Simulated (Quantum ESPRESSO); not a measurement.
# MgO (changed cell): magnetic shieldings

```
CELL_PARAMETERS angstrom
      0.00000     2.08651     2.11797
      2.08651     0.00000     2.11797
      2.08651     2.08651     0.00000
ATOMIC_POSITIONS crystal
  Mg 0.00000 0.00000 0.00000
  O  0.50000 0.50000 0.50000
```
The cell was made here from a computed Materials Project entry: strained by +1 % along the cube axis and by -0.5 % across it, atoms relaxed (PBE without dispersion, pw.x of a modified build of Quantum ESPRESSO, symmetry kept). The parent is MgO in Fm-3m. Stability against distortions was not tested.

These are absolute shieldings with no macroscopic susceptibility term; δ = σ_ref − σ needs a reference computed alike. By our sweeps, such settings leave a few ppm in absolute σ. The datasets of Mg hold no d projectors, which limits absolute σ on these atoms.

Ω = σ33 − σ11 of the symmetric part; where symmetry doesn't make it nil, it is less certain than σ_iso.

Problem. What do the calculations give at each independent site (shieldings by GIPAW with PBE in Quantum ESPRESSO, on JTH PAW datasets, 22.5 Ha, k-mesh 6×6×6 shifted, f-sum rule met within 0.003 %)?

Solution. 
```
site         site symmetry  σ_iso (ppm)  span Ω (ppm)
-----------  -------------  -----------  ------------
Mg (atom 1)          4/mmm          522             4
O (atom 2)           4/mmm          190             1
```
